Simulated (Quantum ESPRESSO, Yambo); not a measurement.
# Levels of theory for the gap of PNO

PNO (space group I2_12_12_1, No. 24): one geometry, one set of norm-conserving LDA (Quantum ESPRESSO, 84 Ry, without SOC) orbitals, self-energies from Yambo (4×4×4 Γ-centred k mesh, 109 bands and a 7 Ry block in the screening, 109 bands in G with the Bruneval-Gonze terminator, plasmon pole fitted at 27.2 eV).

The geometry is that of Materials Project entry mp-753671, symmetrised and not relaxed again.

```json
[
 {"level": "LDA (Quantum ESPRESSO)", "gap (-0.5, -0.5, -0.5) → Γ (eV)": "5.11", "direct gap at Γ (eV)": "5.54", "rough Yambo cost": "–"},
 {"level": "exchange only (Hartree-Fock self-energy on LDA orbitals)", "gap (-0.5, -0.5, -0.5) → Γ (eV)": "14.51", "direct gap at Γ (eV)": "15.19", "rough Yambo cost": "about 1/20 (14 states)"},
 {"level": "static COHSEX@LDA", "gap (-0.5, -0.5, -0.5) → Γ (eV)": "8.33", "direct gap at Γ (eV)": "8.81", "rough Yambo cost": "within a factor of two (3 states)"},
 {"level": "G0W0@LDA, plasmon pole", "gap (-0.5, -0.5, -0.5) → Γ (eV)": "7.39", "direct gap at Γ (eV)": "7.93", "rough Yambo cost": "1 (14 states)"}
]
```

Bare exchange has no screening and gives the widest gap; static COHSEX screens it but leaves out the frequency dependence, which G0W0 restores.

Costs are rough ratios of core time on shared machines.

Convergence of the G0W0 settings was not tested.

The structure is a Materials Project entry; no match was found in the copy of COD used, and its stability was not checked.
